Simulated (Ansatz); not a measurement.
C: computed property card

C:
```cif
data_C8
_chemical_formula_sum 'C8'
_space_group_name_H-M_alt 'P 1'
_space_group_IT_number 1
_cell_length_a 5.29607
_cell_length_b 5.29607
_cell_length_c 5.29607
_cell_angle_alpha 60.000
_cell_angle_beta 60.000
_cell_angle_gamma 60.000
loop_
_space_group_symop_operation_xyz
  'x, y, z'
loop_
_atom_site_label
_atom_site_type_symbol
_atom_site_fract_x
_atom_site_fract_y
_atom_site_fract_z
_atom_site_occupancy
C1 C 0.57055 0.28836 0.57055 1
C2 C 0.96164 0.67945 0.67945 1
C3 C 0.57055 0.57055 0.28836 1
C4 C 0.67945 0.96164 0.67945 1
C5 C 0.57055 0.57055 0.57055 1
C6 C 0.67945 0.67945 0.67945 1
C7 C 0.28836 0.57055 0.57055 1
C8 C 0.67945 0.67945 0.96164 1
```

Space group Fd-3m (No. 227); conventional cell a = 7.4898 Å, b = 7.4898 Å, c = 7.4898 Å, α = 90.00°, β = 90.00°, γ = 90.00°.

Method: PBEsol (plane waves, PAW; program Ansatz). The cell and atoms are relaxed at this level. Other levels are named where they apply.

Cell and energy:

```yaml
volume_per_atom: 13.13 Å³
density: 1.52 g/cm³
```

Electronic structure:

```yaml
band_gap: 2.25 eV (direct)
valence_band_maximum: at Γ
conduction_band_minimum: at Γ
Electron effective mass, band 1 of 3 at the edge: 0.98 along [100], 0.98 along [110], 27 along [111] (mₑ)
Electron effective mass, band 2 of 3 at the edge: 0.98 along [100], 0.59 along [110], 0.23 along [111] (mₑ)
Electron effective mass, band 3 of 3 at the edge: 0.15 along [100], 0.17 along [110], 0.23 along [111] (mₑ)
Hole effective mass, band 1 of 2 at the edge: 0.50 along [100], 0.33 along [110], 0.25 along [111] (mₑ)
Hole effective mass, band 2 of 2 at the edge: 0.17 along [100], 0.20 along [110], 0.25 along [111] (mₑ)
HSE06 gap on the PBEsol cell: 3.20 eV
```

Mechanics:

```yaml
Bulk modulus (Birch–Murnaghan fit): 1630 kbar
Pressure derivative B′: 3.8
Elastic constants (relaxed ions, GPa): C11 = 198, C12 = 147, C44 = 69.5
mechanical_stability: stable (all eigenvalues of C positive)
hill_bulk_and_shear_moduli: 164 and 46.9 GPa
Young's modulus: 128 GPa
Poisson's ratio: 0.37
debye_temperature_from_the_elastic_constants: 790 K
```

Dielectric response:

```yaml
Electronic dielectric constant ε∞ (DFPT): 4.34
```

The start of the workflow was typed in or built on a structure type. Its sites differ from those of the usual phase in this space group: another stacking or structure type. Symmetry was held in the PBEsol relaxation; its stability against distortions is not shown here.

Potentials: the later of the program's two PAW sets.
